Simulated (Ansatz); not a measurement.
## How Al (Fm-3m) stiffens under pressure

```yaml
crystal:
  lattice:
    - [0.00000, 1.99651, 1.99651]
    - [1.99651, 0.00000, 1.99651]
    - [1.99651, 1.99651, 0.00000]
  atoms:
    - { symbol: Al, position: [0.00000, 0.00000, 0.00000] }
```

This is the zero-pressure cell. At each pressure cell and atoms are relaxed in this structure, and the constants are slopes of the stress at strains of ±0.005 with relaxed ions (the coefficients that govern stability under load). Level: r²SCAN, PAW on Ansatz 0.2.0's default frozen-core files (fitted under PBE), scalar-relativistic; k mesh 24×24×24, strains of ±0.005, Fermi-Dirac smearing of 0.100 eV, cutoff 500 eV. P is the pressure of the relaxed cell, less that of this one.

```csv
P (GPa),V/V₀,C11 (GPa),C12 (GPa),C44 (GPa)
0.00,1.0000,138.7,69.2,38.1
1.00,0.9895,146.7,72.0,41.6
1.99,0.9797,154.5,74.7,44.9
4.00,?,?,?,?
7.00,0.9366,191.5,88.0,60.7
10.00,0.9150,211.7,95.9,69.2
14.98,0.8839,242.8,109.0,82.1
```

Problem. Does the bulk modulus from the constants agree with the pressure-volume curve?

Solution. A third-order Birch-Murnaghan fit to the volumes shown (F against f, f = [(V₀/V)^(2/3) − 1]/2) gives B₀ = 92.5 GPa and B′ = 4.4. Its −V dP/dV stands beside (C11 + 2C12)/3:

```
P (GPa)  from P(V)  from the constants
   0.00       92.5                92.4
   1.00       96.9                96.9
   1.99      101.2               101.3
   7.00      122.3               122.5
  10.00      134.7               134.5
  14.98      154.8               153.6
```

Problem. What are the pressure derivatives at zero pressure?

Solution. Slopes at V₀ of quadratic fits in −ln(V/V₀) through the first four rows shown, divided by B₀: dC11/dP = 8.1, dC12/dP = 2.8, dC44/dP = 3.5. The mean slopes up to 2.0 GPa are 7.9, 2.7, 3.4; curvature and scatter of the constants part the two. The combination (dC11/dP + 2 dC12/dP)/3 = 4.5 stands against B′.

Problem. Fill the row at 4.00 GPa.

Solution. Cubic fits in −ln(V/V₀) through all rows shown give C11 = 169.8, C12 = 80.1, C44 = 51.5 GPa. Computed: V/V₀ = 0.9612, C11 (GPa) = 169.8, C12 (GPa) = 80.1, C44 (GPa) = 51.5.

Problem. Does a shear stiffness soften?

Solution. C44 goes from 38.1 to 82.1 GPa; (C11 − C12)/2 goes from 34.8 to 66.9 GPa. Neither ends more than 3 % under its start, and the lattice stays mechanically stable over this range.

Caveats: no other phase was computed; many crystals of this kind change structure within this range, and rows or crossings beyond such a change describe a metastable lattice; frozen-core PAW files fitted under PBE, their cores solved anew for the functional of the run; responses of metals move with mesh and smearing; phonons weren't checked at these pressures.
